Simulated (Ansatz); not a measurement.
Na2Au in space group I4/mcm (No. 140; Au on 4a, Na on 8h) under volume change, the program Ansatz at the r²SCAN level (PAW), shape and atoms relaxed at each volume.

```
V (Å³/atom)  E − E(relaxed) (meV/atom)  P (GPa)
-----------  -------------------------  -------
22.643                            19.5     3.01
23.389                             8.2     1.85
24.135                             1.9     0.85
24.882                             0.0     0.00
25.628                             1.7    -0.73
26.375                             [?]      [?]
27.121                             [?]      [?]
```

**Question.** Some entries are withheld; supply them.

**Answer.** 
- 27.121, E − E(relaxed) (meV/atom): 14.1
- 27.121, P (GPa): -1.88
- 26.375, E − E(relaxed) (meV/atom): 6.6
- 26.375, P (GPa): -1.35

**Question.** What does a third-order Birch–Murnaghan fit give for V₀, B₀ and B′?

**Answer.** V₀ = 24.89 Å³/atom, B₀ = 26.2 GPa, B′ = 4.2.

The workflow started from an entry of the Crystallography Open Database (COD). Its standing as an ambient phase is unchecked. Symmetry was held in the r²SCAN relaxation; its stability against distortions is not shown here. Spin–orbit coupling is left out wherever it is not named.

Potentials: the later of the program's two PAW sets.
